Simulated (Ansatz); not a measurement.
Mg:
```
CELL_PARAMETERS angstrom
      3.19532     0.00000     0.00000
     -1.59766     2.76723     0.00000
      0.00000     0.00000     5.10769
ATOMIC_POSITIONS crystal
  Mg 0.33333 0.66667 0.25000
  Mg 0.66667 0.33333 0.75000
```

Relaxed with r²SCAN. Special points in fractions of this cell's reciprocal vectors: Γ (0.000, 0.000, 0.000); M (0.500, 0.000, 0.000); K (0.333, 0.333, 0.000); A (0.000, 0.000, 0.500); L (0.500, 0.000, 0.500); H (0.333, 0.333, 0.500).

Question: List the band energies nearest the Fermi level at these points for the program Ansatz at the r²SCAN level (PAW).

Answer: In eV from the Fermi level; about four levels below and three above (degenerate sets whole), none deeper than 8.9 eV; … stands for higher levels left out; points with the same levels are listed once.

| k | below | above |
|---|---|---|
| Γ | -7.47 -1.84 -1.04 | 11.60 11.60 11.78 11.78 |
| M | -2.44 -2.27 | 2.86 3.15 3.74 |
| K | -0.87 -0.66 -0.66 | 4.43 4.43 4.77 |
| A | -5.93 -5.93 | 5.69 5.69 … |
| L | -1.29 -1.29 -0.41 -0.41 | 8.57 8.57 … |
| H | – | 0.12 0.12 0.58 0.58 |

Space group P6_3/mmc (hcp (Mg type)). Symmetry was held in the r²SCAN relaxation; of distortions, only those at the zone centre were tested.

Potentials: the earlier of the program's two PAW sets.
